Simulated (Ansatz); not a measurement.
YAs (rock salt, Fm-3m), a = b = c = 5.748 Å, α = β = γ = 90.00°; the cell used has 2 atoms.

Relaxed with PBEsol.

Question: Which orbitals make up the states near the Fermi level in the program Ansatz at the PBEsol level (PAW)?

Answer: Within 0.5 eV of the Fermi level: Y 4d 50 %, As 4p 47 %. Projections are on Löwdin-orthogonalised atomic valence shells; empty p or d shells of many metals are not among them.

Question: Tabulate the density of states.

Answer: States/eV per cell of 2 atoms, in 0.25 eV bins, energy from the Fermi level.

| E (eV) | total | Y 4d | As 4p | Y 5s |
|---|---|---|---|---|
| -7.85 | 0.00 | 0.00 | 0.00 | 0.00 |
| -7.60 | 0.00 | 0.00 | 0.00 | 0.00 |
| -7.35 | 0.00 | 0.00 | 0.00 | 0.00 |
| -7.10 | 0.00 | 0.00 | 0.00 | 0.00 |
| -6.85 | 0.00 | 0.00 | 0.00 | 0.00 |
| -6.60 | 0.00 | 0.00 | 0.00 | 0.00 |
| -6.35 | 0.00 | 0.00 | 0.00 | 0.00 |
| -6.10 | 0.00 | 0.00 | 0.00 | 0.00 |
| -5.85 | 0.00 | 0.00 | 0.00 | 0.00 |
| -5.60 | 0.00 | 0.00 | 0.00 | 0.00 |
| -5.35 | 0.00 | 0.00 | 0.00 | 0.00 |
| -5.10 | 0.00 | 0.00 | 0.00 | 0.00 |
| -4.85 | 0.00 | 0.00 | 0.00 | 0.00 |
| -4.60 | 0.00 | 0.00 | 0.00 | 0.00 |
| -4.35 | 0.14 | 0.04 | 0.07 | 0.02 |
| -4.10 | 0.42 | 0.12 | 0.23 | 0.06 |
| -3.85 | 0.71 | 0.19 | 0.40 | 0.09 |
| -3.60 | 1.27 | 0.32 | 0.74 | 0.16 |
| -3.35 | 1.52 | 0.35 | 0.93 | 0.18 |
| -3.10 | 1.65 | 0.32 | 1.08 | 0.17 |
| -2.85 | 1.28 | 0.21 | 0.93 | 0.07 |
| -2.60 | 0.53 | 0.12 | 0.35 | 0.02 |
| -2.35 | 1.84 | 0.50 | 1.23 | 0.02 |
| -2.10 | 2.63 | 0.90 | 1.63 | 0.02 |
| -1.85 | 4.37 | 1.62 | 2.65 | 0.02 |
| -1.60 | 2.57 | 0.91 | 1.60 | 0.01 |
| -1.35 | 1.81 | 0.60 | 1.17 | 0.01 |
| -1.10 | 1.37 | 0.41 | 0.92 | 0.00 |
| -0.85 | 1.01 | 0.26 | 0.72 | 0.00 |
| -0.60 | 0.44 | 0.13 | 0.30 | 0.00 |
| -0.35 | 0.26 | 0.09 | 0.17 | 0.00 |
| -0.10 | 0.22 | 0.10 | 0.12 | 0.00 |
| 0.15 | 0.23 | 0.13 | 0.09 | 0.00 |
| 0.40 | 0.27 | 0.19 | 0.08 | 0.00 |
| 0.65 | 0.35 | 0.26 | 0.08 | 0.00 |
| 0.90 | 0.46 | 0.34 | 0.09 | 0.00 |
| 1.15 | 0.59 | 0.45 | 0.11 | 0.01 |
| 1.40 | 0.78 | 0.61 | 0.12 | 0.01 |
| 1.65 | 0.89 | 0.70 | 0.12 | 0.02 |
| 1.90 | 1.02 | 0.80 | 0.13 | 0.03 |
| 2.15 | 1.16 | 0.91 | 0.14 | 0.04 |
| 2.40 | 1.38 | 1.10 | 0.14 | 0.05 |
| 2.65 | 1.59 | 1.28 | 0.14 | 0.06 |
| 2.90 | 1.60 | 1.30 | 0.11 | 0.05 |
| 3.15 | 1.97 | 1.58 | 0.15 | 0.08 |
| 3.40 | 2.40 | 1.96 | 0.17 | 0.09 |
| 3.65 | 2.80 | 2.29 | 0.19 | 0.13 |
| 3.90 | 3.51 | 2.76 | 0.28 | 0.25 |
| 4.15 | 3.57 | 2.69 | 0.29 | 0.37 |
| 4.40 | 2.37 | 1.72 | 0.26 | 0.23 |
| 4.65 | 3.17 | 2.43 | 0.36 | 0.15 |

The workflow started from an entry of the Crystallography Open Database (COD). Whether it is the stable phase at ambient conditions was not checked. The cell was relaxed with PBEsol under the symmetry of its start; whether a distortion lowers the energy is not shown. The run is not spin-polarised. Spin–orbit coupling is left out wherever it is not named.

Potentials: the later of the program's two PAW sets.
